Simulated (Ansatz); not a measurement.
TiCo$_{2}$ (cubic Laves (MgCu2 type), Fd-3m) under volume change, PBEsol in the plane-wave PAW code Ansatz, scaled uniformly.

```json
[
 {"V (Å³/atom)": "10.671", "E − E(relaxed) (meV/atom)": "80.9", "P (GPa)": "26.77"},
 {"V (Å³/atom)": "11.022", "E − E(relaxed) (meV/atom)": "[?]", "P (GPa)": "[?]"},
 {"V (Å³/atom)": "11.374", "E − E(relaxed) (meV/atom)": "[?]", "P (GPa)": "[?]"},
 {"V (Å³/atom)": "11.726", "E − E(relaxed) (meV/atom)": "0.0", "P (GPa)": "-0.03"},
 {"V (Å³/atom)": "12.078", "E − E(relaxed) (meV/atom)": "7.3", "P (GPa)": "-6.43"},
 {"V (Å³/atom)": "12.429", "E − E(relaxed) (meV/atom)": "27.5", "P (GPa)": "-11.86"},
 {"V (Å³/atom)": "12.781", "E − E(relaxed) (meV/atom)": "58.8", "P (GPa)": "-16.48"}
]
```

### Question
Complete the blanks.

### Answer

- 11.022, E − E(relaxed) (meV/atom): 33.9
- 11.022, P (GPa): 16.35
- 11.374, E − E(relaxed) (meV/atom): 8.0
- 11.374, P (GPa): 7.50

### Question
What does a third-order Birch–Murnaghan fit give for V₀, B₀ and B′?

### Answer
V₀ = 11.72 Å³/atom, B₀ = 231 GPa, B′ = 4.4.

The workflow started from a Materials Project entry (that database holds measured and hypothetical structures alike); the Crystallography Open Database files this formula in space group No. 227, but the cells were not matched. Whether it is the stable phase at ambient conditions was not checked. The PBEsol relaxation kept the symmetry of its start; phonons show weakly imaginary modes. The workflow began spin-polarised and lost its moments.

Potentials: the later of the program's two PAW sets.
